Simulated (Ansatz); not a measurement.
## 4 guesses for TiIn₄ and where they end

The calculation used Ansatz 0.2.0, DFT PBE, scalar-relativistic, plane waves, PAW. Settings: cutoff 420 eV, Γ-centred meshes spaced at most about 0.3 Å⁻¹, and about 0.25 Å⁻¹ or finer for metals (2π included), Gaussian smearing. Collinear spin in cells that started with moments and kept them past the coarse steps, no spin elsewhere.

Each guess was relaxed in cell and atoms at zero pressure, within the symmetry of its start. These are static total energies at zero pressure. Coordination counts all near atoms (those within 1.25 times the shortest distance at each site; a plus sign parts nearer from farther groups; a slash parts the counts of unlike sites).

| guess | made from | start group | V start (Å³/atom) | end group | V end (Å³/atom) | coordination at the end | gap on mesh (eV) | largest moment (μB) | E over the lowest end (meV/atom) |
| --- | --- | --- | --- | --- | --- | --- | --- | --- | --- |
| 1 | random cell | P6/mmm | 26.5 | P6/mmm | 26.4 | Ti 12, In 3+5 | 0 | 1.1 | 211 |
| 2 | random cell | I4/mmm | 24.5 | I4/mmm | 25.2 | Ti 10, In 10 | 0 | 0.0 | 13 |
| 3 | Hg4Pt type | Im-3m | 22.2 | Im-3m | 27.9 | Ti 8, In 2+6 | 0 | - | 0 |
| 4 | random cell | Pm-3m | 26.8 | ? | ? | ? | ? | ? | ? |

Guess 4 as it starts:

Space group Pm-3m (No. 221). a = 5.115 Å, b = 5.115 Å, c = 5.115 Å, α = 90.00°, β = 90.00°, γ = 90.00°
```csv
atom,site,symmetry,x,y,z
Ti,1b,m-3m,0.5000,0.5000,0.5000
In,3c,4/mm.m,0.0000,0.5000,0.5000
In,1a,m-3m,0.0000,0.0000,0.0000
```

**Question.** Predict the end of this guess and its energy over the lowest end.

**Answer.** It ends in space group Pm-3m (No. 221), with a = 5.442 Å, 32.2 Å³/atom and no gap, with moments up to 1.0 μB. It lies 0.35 eV/atom over the lowest end, above guess 1 and so the highest of the set. Counting all near atoms, this end has Ti 6, In 2/12+8 and the lowest (guess 3) has Ti 8, In 2+6.

```cif
data_structure
_symmetry_space_group_name_H-M 'P 1'
_symmetry_Int_Tables_number 1
_cell_length_a 5.4419
_cell_length_b 5.4419
_cell_length_c 5.4419
_cell_angle_alpha 90.000
_cell_angle_beta 90.000
_cell_angle_gamma 90.000
_cell_volume 161.15
loop_
_atom_site_label
_atom_site_type_symbol
_atom_site_fract_x
_atom_site_fract_y
_atom_site_fract_z
_atom_site_occupancy
Ti1 Ti 0.50000 0.50000 0.50000 1
In1 In 0.00000 0.50000 0.50000 1
In2 In 0.50000 0.00000 0.50000 1
In3 In 0.50000 0.50000 0.00000 1
In4 In 0.00000 0.00000 0.00000 1
```

Energies over the elements count from the elements' standard structures at the same level, with no fitted energy shifts.

**Question.** Is the lowest end bound against the elements?

**Answer.** No: its formation energy is +0.04 eV/atom. The separate elements lie lower, so it is unstable against them.

The k mesh leaves some 4 meV/atom of noise in the energy of each metallic cell. Another magnetic order may lie lower. Cells relaxed within their symmetry can be saddle points. A lower structure may well exist outside this small set. Some structure types and database cells were kept out of the candidates from the start, so a known form may be missing.
